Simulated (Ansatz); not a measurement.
Relaxed InP (zinc blende):

```
InP
1.0
    0.00000     2.95351     2.95351
    2.95351     0.00000     2.95351
    2.95351     2.95351     0.00000
P In
1 1
Direct
  0.75000   0.75000   0.75000
  0.00000   0.00000   0.00000
```

Scan: atom 1 (P, nearest neighbour In at 2.558 Å; its periodic images, 4.2 Å or more away, move with it) is displaced along Cartesian [110], direction (0.707, 0.707, 0.000) in Cartesian axes, by s. The other atoms stay.

Method: r2SCAN (plane waves to 500 eV, PAW, scalar-relativistic; Ansatz, an electronic-structure program). k mesh 8×8×8 (Γ-centred), Fermi-Dirac smearing 0.05 eV. The energy includes the smearing's −TS. Stress and pressure are positive under compression. F∥ is the force on the atom along that direction. InP was relaxed with its symmetry unable to fall. ΔE is measured from the undisplaced structure.

| s (Å) | F∥ (eV/Å) | P (GPa) | ΔE (meV/cell) |
|---|---|---|---|
| -0.770 | 8.307 | ___ | 2777 |
| -0.616 | 6.038 | 10.4 | ___ |
| -0.462 | ___ | 5.6 | 898 |
| -0.308 | 2.573 | 2.4 | 385 |
| -0.154 | 1.229 | 0.6 | ___ |
| 0.000 | 0.000 | 0.0 | 0 |
| 0.154 | -1.229 | 0.6 | ___ |
| 0.308 | -2.573 | 2.4 | 385 |
| 0.462 | ___ | 5.6 | 898 |
| 0.616 | -6.038 | 10.4 | ___ |
| 0.770 | -8.307 | ___ | 2777 |

Task: Complete the blanks.

Result: 
- -0.770, P (GPa): 17.2
- -0.616, ΔE (meV/cell): 1678
- -0.462, F∥ (eV/Å): 4.144
- -0.154, ΔE (meV/cell): 94
- 0.154, ΔE (meV/cell): 94
- 0.462, F∥ (eV/Å): -4.144
- 0.616, ΔE (meV/cell): 1678
- 0.770, P (GPa): 17.2

(A displaced cell: forces are minus the slopes of the energy, force constants its curvatures, and phonons follow from these.)
